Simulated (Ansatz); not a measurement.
Band table of Si₂Ni (fluorite type)

```yaml
crystal:
  lattice:
    - [0.00000, 2.32114, 2.32114]
    - [2.32114, 0.00000, 2.32114]
    - [2.32114, 2.32114, 0.00000]
  atoms:
    - { symbol: Ni, position: [0.00000, 0.00000, 0.00000] }
    - { symbol: Si, position: [0.25000, 0.25000, 0.25000] }
    - { symbol: Si, position: [0.75000, 0.75000, 0.75000] }
```

The cell comes from a relaxation on PAW files under the same functional, begun from a prototype that needn't be the stable phase.

Computed with Ansatz 0.2.0; functional PBE, scalar-relativistic. Settings: a Γ-centred 10×10×10 k mesh, Fermi–Dirac smearing of 0.05 eV, no spin polarisation. Methods: LAPW: all electrons, basis error target 1 meV/atom.

This run: volume at 0.62 of the series' base cell.

Spin polarisation is left out, though a magnetic state may lie lower.

Path points, in fractions of the reciprocal vectors: Γ (0.000, 0.000, 0.000), X (0.500, 0.000, 0.500), U (0.625, 0.250, 0.625), K (0.375, 0.375, 0.750), L (0.500, 0.500, 0.500), W (0.500, 0.250, 0.750). The distance column jumps between branches of the path. Levels in eV from the Fermi level; bands 13 to 24, counted from the lowest band of the run. The gap is zero, the pressure 205.2 GPa.

```
# k(1/Å) point b13 b14 b15 b16 b17 b18 b19 b20 b21 b22 b23 b24
0.000 Γ -19.32 -9.39 -9.39 -9.39 -7.31 -7.31 0.67 0.67 0.67 2.15 2.15 2.15
0.169 - -19.21 -9.46 -9.37 -9.37 -7.39 -7.28 -0.22 -0.22 0.46 1.84 3.15 3.15
0.338 - -18.88 -9.64 -9.29 -9.29 -7.64 -7.19 -1.48 -1.48 -0.19 1.34 2.17 4.72
0.508 - -18.35 -9.91 -9.16 -9.16 -8.04 -7.05 -2.70 -2.70 -1.45 0.92 0.92 6.26
0.677 - -17.61 -10.22 -8.97 -8.97 -8.61 -6.89 -3.82 -3.82 -3.10 0.33 0.61 6.74
0.846 - -16.68 -10.51 -9.38 -8.68 -8.68 -6.71 -4.83 -4.83 -4.65 0.04 0.40 6.75
1.015 - -15.58 -10.74 -10.39 -8.31 -8.31 -6.56 -5.80 -5.75 -5.75 -0.10 0.27 6.75
1.184 - -14.34 -11.63 -10.89 -7.84 -7.84 -6.54 -6.54 -6.48 -6.46 -0.16 0.20 6.75
1.353 X -13.17 -12.81 -10.94 -7.36 -7.36 -7.13 -7.13 -6.69 -6.42 -0.18 0.17 6.76
1.413 - -13.17 -12.80 -10.96 -7.50 -7.38 -7.14 -7.13 -6.57 -6.39 -0.14 0.20 6.70
1.473 - -13.14 -12.76 -11.02 -7.77 -7.44 -7.15 -7.11 -6.36 -6.29 -0.07 0.30 6.55
1.533 - -13.10 -12.70 -11.12 -8.06 -7.52 -7.18 -7.08 -6.16 -6.15 -0.02 0.55 6.32
1.593 - -13.05 -12.61 -11.28 -8.31 -7.61 -7.21 -7.03 -6.00 -5.98 0.01 0.93 6.04
1.653 - -12.98 -12.50 -11.51 -8.49 -7.70 -7.26 -6.97 -5.88 -5.78 0.02 1.41 5.74
1.712 - -12.90 -12.36 -11.81 -8.60 -7.78 -7.31 -6.90 -5.80 -5.57 0.02 1.97 5.42
1.772 - -12.81 -12.21 -12.16 -8.64 -7.85 -7.37 -6.82 -5.77 -5.33 0.03 2.60 5.11
1.832 U -12.70 -12.56 -12.03 -8.62 -7.92 -7.44 -6.72 -5.76 -5.09 0.05 3.28 4.81
2.661 K -12.70 -12.56 -12.03 -8.62 -7.92 -7.44 -6.72 -5.76 -5.09 0.05 3.28 4.81
2.840 - -13.88 -12.30 -11.42 -8.27 -8.05 -7.71 -6.33 -5.89 -4.25 0.14 3.99 5.51
3.020 - -15.19 -11.81 -10.72 -8.09 -8.02 -7.64 -6.15 -5.79 -3.28 0.38 3.35 6.40
3.199 - -16.39 -11.27 -10.08 -8.36 -8.04 -6.93 -6.28 -5.07 -2.19 0.82 2.89 5.05
3.379 - -17.41 -10.71 -9.61 -8.68 -7.90 -6.98 -5.34 -4.17 -1.00 1.51 2.57 3.88
3.558 - -18.23 -10.20 -9.37 -8.97 -7.72 -7.18 -3.89 -3.07 0.20 2.36 2.44 3.05
3.737 - -18.83 -9.77 -9.33 -9.20 -7.52 -7.28 -2.24 -1.77 0.88 2.24 3.12 3.46
3.917 - -19.19 -9.49 -9.37 -9.34 -7.37 -7.31 -0.51 -0.34 0.78 2.17 2.80 3.09
4.096 Γ -19.32 -9.39 -9.39 -9.39 -7.31 -7.31 0.67 0.67 0.67 2.15 2.15 2.15
4.243 - -19.24 -9.46 -9.36 -9.36 -7.33 -7.33 -0.41 0.41 0.41 2.50 2.50 2.72
4.389 - -18.99 -9.68 -9.29 -9.29 -7.37 -7.37 -2.03 -0.10 -0.10 2.99 3.26 3.26
4.536 - -18.59 -10.06 -9.19 -9.19 -7.40 -7.40 -3.56 -0.69 -0.69 2.93 3.11 3.11
4.682 - -18.04 -10.63 -9.09 -9.09 -7.39 -7.39 -4.86 -1.31 -1.31 2.49 2.49 2.69
4.829 - -17.34 -11.40 -9.03 -9.03 -7.28 -7.28 -5.84 -1.95 -1.95 2.06 2.06 2.37
4.975 - -16.52 -12.34 -9.01 -9.01 -7.11 -7.11 -6.50 -2.52 -2.52 1.79 1.79 2.09
5.122 - -15.60 -13.37 -9.01 -9.01 -6.93 -6.93 -6.86 -2.94 -2.94 1.64 1.64 1.90
5.269 L -14.87 -14.14 -9.01 -9.01 -6.98 -6.86 -6.86 -3.10 -3.10 1.59 1.59 1.83
5.388 - -14.82 -14.10 -9.07 -8.98 -7.03 -6.87 -6.87 -3.31 -3.19 1.03 1.72 2.67
5.508 - -14.66 -13.99 -9.24 -8.90 -7.22 -6.89 -6.88 -3.84 -3.44 0.69 1.99 3.82
5.627 - -14.39 -13.81 -9.52 -8.80 -7.54 -6.93 -6.88 -4.46 -3.78 0.66 2.25 5.05
5.747 - -14.03 -13.56 -9.90 -8.79 -7.88 -6.97 -6.87 -5.05 -4.15 0.88 2.46 5.97
5.867 - -13.58 -13.25 -10.34 -9.16 -7.91 -7.01 -6.87 -5.56 -4.46 1.28 2.60 5.73
5.986 - -13.06 -12.89 -10.82 -9.79 -7.69 -7.04 -6.88 -5.99 -4.70 1.80 2.71 4.96
6.106 - -12.54 -12.50 -11.28 -10.42 -7.39 -7.06 -6.93 -6.34 -4.84 2.40 2.78 4.17
6.226 W -12.27 -12.27 -11.54 -10.74 -7.13 -7.06 -7.06 -6.48 -4.88 2.81 2.81 3.69
6.310 - -12.47 -12.06 -11.68 -10.56 -7.13 -7.08 -7.06 -6.48 -4.91 2.24 3.24 3.43
6.395 - -12.64 -11.94 -11.84 -10.17 -7.13 -7.10 -7.07 -6.48 -4.99 1.71 2.47 4.06
6.479 - -12.80 -12.19 -11.62 -9.71 -7.14 -7.13 -7.08 -6.49 -5.13 1.26 1.72 4.70
6.564 - -12.93 -12.41 -11.41 -9.21 -7.20 -7.13 -7.10 -6.49 -5.34 0.87 1.06 5.32
6.649 - -13.04 -12.58 -11.22 -8.68 -7.25 -7.13 -7.11 -6.49 -5.62 0.53 0.57 5.88
6.733 - -13.11 -12.71 -11.07 -8.15 -7.31 -7.13 -7.12 -6.50 -5.96 0.14 0.35 6.34
6.818 - -13.16 -12.78 -10.98 -7.65 -7.35 -7.13 -7.13 -6.55 -6.31 -0.10 0.22 6.65
6.902 X -13.17 -12.81 -10.94 -7.36 -7.36 -7.13 -7.13 -6.69 -6.42 -0.18 0.17 6.76
```
